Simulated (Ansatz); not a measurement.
Relaxed TaN (rock salt):

```xyz
2
Lattice="0.0000 2.2085 2.2085 2.2085 0.0000 2.2085 2.2085 2.2085 0.0000" Properties=species:S:1:pos:R:3 pbc="T T T"
N      0.0000     0.0000     0.0000
Ta     2.2085     2.2085     2.2085
```

Calculation: PBE (plane waves to 420 eV, PAW, scalar-relativistic; Ansatz, a program for electronic structure). k mesh 15×15×15 (Γ-centred), Fermi-Dirac smearing 0.05 eV. With partly filled bands, energies and forces of such displacements shift with the k mesh and the smearing. Spin-orbit coupling is left out, though Ta is heavy. TaN is run without spin polarisation. TaN was relaxed with its symmetry unable to fall. This is a high-temperature form of TaN.

One atom of the cell was then moved (with its periodic images), all else fixed, and the forces (eV/Å) came out as:

```
atom      Fx     Fy     Fz
----  ------  -----  -----
N1    -4.848  0.000  0.000
Ta2    4.848  0.000  0.000
```

With two atoms only their relative shift counts; take N1 as fixed.

Question: Which atom was moved, and by which vector (Å)?

Answer: Ta2, by (-0.35, 0.00, 0.00), 0.35 Å in all.

(For displaced atoms, the force is minus the slope of the energy, and its curvature is a force constant, which sets phonon frequencies.)
